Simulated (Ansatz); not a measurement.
**Cs (Fm-3m), trigonal deformation path**

The calculation used DFT PBEsol, scalar-relativistic, plane waves, PAW in Ansatz. The runs took a 420 eV cutoff, a Γ-centred 12×12×12 mesh and Gaussian smearing (0.15 eV). No spin polarisation. Energies are free energies at this smearing, counted from the undisturbed cell; pressure is positive in compression.

The undisturbed cell (as given, not relaxed at this level; it stands at -0.2 GPa; this fcc form isn't the usual structure):

```xyz
1
Lattice="0.0000 3.9483 3.9483 3.9483 0.0000 3.9483 3.9483 3.9483 0.0000" Properties=species:S:1:pos:R:3 pbc="T T T"
Cs    0.0000    0.0000    0.0000
```

At fixed volume and fractional coordinates, lengths along (0.577, 0.577, 0.577) are scaled against those across it; ρ is that ratio over its starting value. The cell is metallic on the mesh throughout. At ρ = 0.500 the cell becomes cubic (Pm-3m), and there the slope of the energy vanishes by symmetry.

```csv
ρ,ΔE (meV/atom),pressure (GPa)
0.500,89.7,-0.1
0.600,76.4,-0.1
0.710,46.9,-0.1
0.850,13.5,-0.2
1.000,0.0,-0.2
1.410,82.4,0.0
2.000,348.3,0.8
```